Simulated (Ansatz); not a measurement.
TiSi₂ (Cmcm), relaxed with PBEsol (Ansatz, a program for electronic structure, plane waves, PAW): a = 3.5155 Å, b = 13.3430 Å, c = 3.5572 Å, α = β = γ = 90.00°.

```
Item                  Value
--------------------  -----
ΔH_f (eV/atom)        -0.67
B₀ by P(V) fit (GPa)    137
```

**Question.** The same phase is relaxed and computed with r²SCAN in the same code. What are the cell and these values now?

**Answer.** a = 3.5268 Å, b = 13.5140 Å, c = 3.5652 Å, α = 90.00°, β = 90.00°, γ = 90.00°.

- ΔH_f (eV/atom) = -0.55
- B₀ by P(V) fit (GPa) = 130

All cells were relaxed under the symmetry of their starts (and spin orders); stability against distortions was not tested throughout. Rows with no word on spin ran without spin polarisation.

Potentials: the later of the program's two PAW sets.

Ansatz is a plane-wave DFT program.

Formation energies count from the lowest solids of the elements computed at the same level, not from gases.
